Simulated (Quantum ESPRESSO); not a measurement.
# Computed records: Al2ZnGeN4 (made-up cell)

All values are calculated (Quantum ESPRESSO 7.5). Calculation on a made-up crystal cell, not a measurement: periodic Kohn-Sham density functional theory in plane waves with PseudoDojo standard norm-conserving scalar-relativistic pseudopotentials, each functional with its own files (v0.5 for PBE, v0.4.1 for LDA and PBEsol), no spin polarisation, no spin-orbit coupling, atoms not relaxed, stress positive in tension, energies less a fixed whole-eV offset for each atom's element; levels are Kohn-Sham levels at fractions of this cell's reciprocal vectors, counted from the reference band (half the neutral cell's valence electrons, rounded up) at Gamma; error bars cover cutoff and k-mesh only, not smearing or the files; added strain carries the atoms with the cell, and shear is the tensor component; each bar is the largest change over components, and at least 0.002 eV, 0.002 eV per angstrom or 0.02 GPa; energies are for the whole cell, and the offsets were chosen from early runs and are not element reference energies.

```json
{"formula": "Al2ZnGeN4", "kind": "made-up cell", "structure": {"cell_angstrom": [[3.2319, 0.0273, 0.0529], [0.0473, 5.4022, -0.0349], [0.0863, -0.0329, 5.1828]], "atoms_fractional": [["Zn", -0.00144, 0.01782, -0.00795], ["Al", 0.53959, 0.4999, -0.01908], ["Al", 0.51265, 0.15905, 0.49862], ["Ge", -0.05408, 0.65229, 0.51376], ["N", -0.01139, -0.00346, 0.38568], ["N", 0.50457, 0.50705, 0.3812], ["N", 0.49696, 0.16062, 0.87125], ["N", 0.05913, 0.66601, 0.8551]]}, "given": {"lattice_type": "wurtzite", "functional": "pbe", "cutoff [eV]": 1143, "fermi_dirac_smearing [eV]": 0.025, "scf_tolerance [eV]": 1e-07, "electrons_removed": 0, "k_mesh": "5 x 4 x 4, shifted by half a step", "atom_site": [1, 2, 3, 4, 5, 6, 7, 8], "atom_energy_offset [eV]": [-5687, -64, -64, -2430, -283, -283, -283, -283]}, "results": {"free_energy_less_offsets [eV]": -1.547, "smearing_term_minus_ts [eV]": 0.0, "scf_iterations": 12, "pressure [GPa]": 0.5847, "stress_xx [GPa]": -1.36, "stress_yy [GPa]": 0.436, "stress_zz [GPa]": -0.8304, "stress_yz [GPa]": -1.882, "stress_xz [GPa]": 2.102, "stress_xy [GPa]": 3.48, "force_site": [1, 2, 3, 4, 5, 6, 7, 8], "force_x [eV/angstrom]": [-0.1348, -0.1003, -1.455, 3.063, 1.02, -1.595, 0.5999, -1.399], "force_y [eV/angstrom]": [-0.3609, -0.929, -0.6781, 3.371, -1.002, -1.428, 2.705, -1.677], "force_z [eV/angstrom]": [0.5132, 0.005889, 1.089, -0.5221, 0.6043, -1.798, -1.171, 1.28], "error_bar_energy [eV]": 0.003496, "error_bar_stress [GPa]": 0.08214, "error_bar_force [eV/angstrom]": 0.00619, "error_bars_from": "tighter rerun of a related cell"}}
```
